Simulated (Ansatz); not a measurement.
Sr2C (antifluorite), relaxed with r2SCAN, was run in the PAW code Ansatz under altered settings. All numbers are computed, without spin polarisation but where a row says otherwise.

```
C Sr
1.0
     0.00000    3.36014    3.36014
     3.36014    0.00000    3.36014
     3.36014    3.36014    0.00000
C Sr
1 2
Direct
  0.00000 0.00000 0.00000
  0.25000 0.25000 0.25000
  0.75000 0.75000 0.75000
```

The base run's other keys:
```yaml
kpoints:
  mp_grid: { grid: [4, 4, 4] }
hamiltonian:
  xc: hse06
scf:
  occupations: { method: fermi_dirac, width: 0.02 }
  n_extra_bands: 4
```

It takes 19 iterations with 1459 plane waves at 420 eV and 8 k points, and leaves a mean stress of +0.22 GPa. The gap over this mesh is 0.350 eV.

Outcomes, with energy and stress as changes against the base:

| setting | outcome | ΔF (meV/atom) | Δ mean stress (GPa) | gap on the mesh (eV) | iterations |
| --- | --- | --- | --- | --- | --- |
| PBE hybrid, exx coeff 0.15, omega 0.3 1/Å | converged | – | +0.1 | 0.060 | 24 |
| hamiltonian.xc: pbe0 | converged | – | 0.0 | 0.957 | 32 |
| PBE hybrid, exx coeff 0.5, omega 0.3 1/Å | converged | – | -0.4 | 0.673 | 23 |
| scf.exx.q_mesh: [3, 3, 3] | refused | – | – | – | – |
| basis.ecutwfc: 0 | refused | – | – | – | – |
| basis.ecutwfc: 40 | converged, warned | +74755 | -57.9 | none | 22 |

A dash marks a value that wasn't obtained or can't be compared. Stress is positive in compression.

- PBE hybrid, exx coeff 0.15, omega 0.3 1/Å. That is 15 % exact exchange, screened with ω = 0.3 1/Å, against HSE06's 25 % screened at 0.208 1/Å. The mean stress moves by +0.1 GPa and the gap on the mesh by -0.290 eV (to 0.060). Totals of different functionals aren't comparable.
- hamiltonian.xc: pbe0. The mean stress moves by 0.0 GPa and the gap on the mesh by +0.607 eV (to 0.957). It's another functional on the same cell, so totals aren't comparable.
- PBE hybrid, exx coeff 0.5, omega 0.3 1/Å. That is 50 % exact exchange, screened with ω = 0.3 1/Å, against HSE06's 25 % screened at 0.208 1/Å. The mean stress moves by -0.4 GPa and the gap on the mesh by +0.323 eV (to 0.673). Totals of different functionals aren't comparable.
- scf.exx.q_mesh: [3, 3, 3]. The program doesn't start. Error: invalid value for `scf.exx.q_mesh`: must divide elementwise kpoints.mp_grid.grid
- basis.ecutwfc: 0. The input is refused before any iteration. Error: invalid value for `basis.ecutwfc`: must be finite and > 0; got 0 eV
- basis.ecutwfc: 40. 59 plane waves in place of 1459. The free energy moves by +74755 meV an atom, the mean stress by -57.9 GPa and the gap on the mesh by -3.515 eV (no gap is left). The basis is too small: these are errors of the cutoff. Warned: cutoff below recommended, filled band counts differ across k points.

The program warns that its thresholds are loose for a hybrid's stress.

The meshes of the hybrids are coarse, so their gaps aren't converged to the digits shown.
